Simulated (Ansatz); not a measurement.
SrO:
```
CELL_PARAMETERS angstrom
      0.00000     2.53224     2.53224
      2.53224     0.00000     2.53224
      2.53224     2.53224     0.00000
ATOMIC_POSITIONS crystal
  Sr 0.50000 0.50000 0.50000
  O  0.00000 0.00000 0.00000
```

Relaxed with LDA.

### Question
Give the optical modes at the zone centre with their infrared and Raman activity from DFPT, LDA in the plane-wave PAW code Ansatz.

### Answer
Transverse frequencies, without the LO–TO term; a row sums one degenerate level.

```tsv
ω (cm⁻¹)	degeneracy	IR ((D/Å)²/amu)	Raman (Å⁴/amu)	activity	symmetry
216	3	31.29	0	IR	T1u
```

### Question
How high does the top mode go among those that the LO–TO term moves?

### Answer
473 cm⁻¹ for q along x.

Space group Fm-3m (rock salt). The cell was relaxed with LDA under the symmetry of its start; phonons on a q-mesh show no instability.

Potentials: the later of the program's two PAW sets.
